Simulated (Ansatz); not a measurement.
Values for one crystal, relaxed and computed with DFT-PBEsol in the program Ansatz with PAW potentials; other levels are named.

- Volume per atom = 10.46 Å³
- Band gap = 4.10 eV (direct)
- Valence-band maximum = at Γ
- Electronic dielectric constant ε∞ (DFPT) = 4.50 (xx = yy), 4.73 (zz)
- Bulk modulus (Birch–Murnaghan fit) = 200 GPa
- Largest static χ(2) component = 8.8 pm/V
- Electron effective mass = 0.29 mₑ (isotropic)

Pick the material that matches.
(A) AlN, wurtzite
(B) NbCuN2, R-3m (Nb on 3b, Cu on 3a, N on 6c)
(C) AlP, P6_222 (Al on 3d, P on 3c)
(D) Si3N4, Fd-3m (Si on 16c, Si on 8b, N on 32e)

A, AlN, wurtzite

Space group P6_3mc (wurtzite). The PBEsol relaxation kept the symmetry of its start.

Potentials: the earlier of the program's two PAW sets. The files were generated under PBE; for other functionals the program regenerates the frozen cores, and for LDA and PBEsol the local potential too.
